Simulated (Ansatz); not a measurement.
Ba (bcc (W type), Im-3m) under volume change, DFT-PBEsol in the program Ansatz with PAW potentials, scaled uniformly.

```tsv
V (Å³/atom)	E − E(relaxed) (meV/atom)	P (GPa)
52.747	15.0	0.99
54.486	6.4	0.61
56.225	1.5	0.29
57.964	0.0	0.00
59.703	1.4	-0.25
61.442	5.4	-0.48
63.181	11.7	-0.68
```

Question: What does a third-order Birch–Murnaghan fit give for V₀, B₀ and B′?

Answer: V₀ = 57.96 Å³/atom, B₀ = 9.0 GPa, B′ = 3.1.

The cell was relaxed with PBEsol under the symmetry of its start. Scalar-relativistic: spin–orbit coupling is off unless named, which matters more the heavier the elements.

Potentials: the earlier of the program's two PAW sets. The files were generated under PBE; for other functionals the program regenerates the frozen cores, and for LDA and PBEsol the local potential too.
